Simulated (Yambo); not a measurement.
G0W0@LDA for Rh$_{2}$O$_{3}$ (corundum, space group R-3c, No. 167) in Yambo. Reference settings: 2×2×2 Γ-centred k mesh, bands 17 to 185 and a 7 Ry block in the screening, 185 bands in G with the Bruneval-Gonze terminator, plasmon pole fitted at 27.2 eV. The LDA gap Γ → F on this mesh is 0.53 eV; G0W0 gaps are taken between the same points.

```
change from the reference                   G0W0 gap Γ → F (eV)  shift of the valence edge (eV)
------------------------------------------  -------------------  ------------------------------
reference settings                                         1.04                            0.27
71 bands in W, 71 bands in G, 6 Ry block                   1.06                            0.48
151 bands in W, 151 bands in G, 2 Ry block                 1.52                           -0.01
117 bands in W, 117 bands in G, 6 Ry block                 1.05                            0.39
90 bands in W, 90 bands in G, 3 Ry block                   1.19                            0.36
71 bands in W, 71 bands in G, 4 Ry block                   1.07                            0.48
151 bands in W, 151 bands in G, 3 Ry block                 1.16                            0.29
90 bands in W, 90 bands in G, 2 Ry block                      …                            0.03
```

**Question.** Estimate the withheld gaps from the other rows; the computed values follow.

**Answer.** 
- 90 bands in W, 90 bands in G, 2 Ry block, G0W0 gap Γ → F (eV): 1.55

The reference isn't shown to be the converged limit.

Spin-orbit coupling is not included.

Geometry of the Materials Project entry, not relaxed at this level; primitive cell a = b = c = 5.500 Å, α = β = γ = 55.76°.

A shift is the quasiparticle energy of the state minus its LDA energy.
